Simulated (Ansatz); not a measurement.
# Relaxing a structure of TiSi2

The start is a generated trial cell of TiSi2 in the fluorite structure type. The cell and all atomic positions are relaxed at zero pressure with PBE (plane waves to 420 eV, PAW, scalar-relativistic; Ansatz, a quantum-chemistry and plane-wave program). First-step values are on the input's coarse k-mesh.

Ansatz input (later rounds restart from its end on a renewed k-mesh):
Ansatz 0.2 input:
```yaml
crystal:
  lattice:
    - [0, 3.076772, 3.076772]
    - [3.076772, 0, 3.076772]
    - [3.076772, 3.076772, 0]
  atoms:
    - { symbol: Ti, position: [0, 0, 0] }
    - { symbol: Si, position: [0.25, 0.25, 0.25] }
    - { symbol: Si, position: [0.75, 0.75, 0.75] }
basis: { ecutwfc: 420, ecutrho_ratio: 4, xc_grid: 2, fft_grid_basis: typed }
kpoints: { mp_grid: { grid: [7, 7, 7] } }
hamiltonian:
  xc: pbe
  dispersion: none
  pseudopotentials: { kind: paw }
scf: { occupations: { method: fermi_dirac, width: 0.05 } }
relax: { f_tol: 0.01, max_steps: 100, cell: { stress_tol: 0.02 } }
output: { forces: true, stress: true }
```

Question: What pressure does the first self-consistent step give?

Answer: -7 GPa (negative: the cell is under tension).

Question: By how much does the energy per atom fall from start to end?

Answer: 0.05 eV/atom.

Question: How does the volume change?

Answer: -9.6 %, from 19.42 to 17.55 Å³/atom.

Question: What band gap does the relaxed structure have at this level?

Answer: Zero (metallic).

Question: Give the final cell and atomic positions.

Answer: 
Space group Fm-3m (No. 225); a = b = c = 5.949 Å, α = β = γ = 90.00°

| atom | site | symmetry | x | y | z |
|---|---|---|---|---|---|
| Ti | 4a | m-3m | 0.0000 | 0.0000 | 0.0000 |
| Si | 8c | -43m | 0.2500 | 0.2500 | 0.2500 |
(The calculation used a cell of 3 atoms; values per cell refer to that cell.)

The space group stays Fm-3m (No. 225) (the run could not lower it); the end is fluorite type, with 3 atoms in the primitive cell. Final values are on a 14×14×14 k-mesh of the relaxed cell. No spin polarisation in the result. A magnetic state may lie lower.

The run could not lower the symmetry of its start; a shaken copy of this end point relaxes with PBE to C2/m (No. 12), 0.52 eV/atom lower.

The relaxed structure here is a generated cell of TiSi2: the first start was made by placing the elements on the sites of a structure type, and the end was not matched to a known phase here, so it may be hypothetical. Known forms of TiSi2 include space group No. 63, 70.
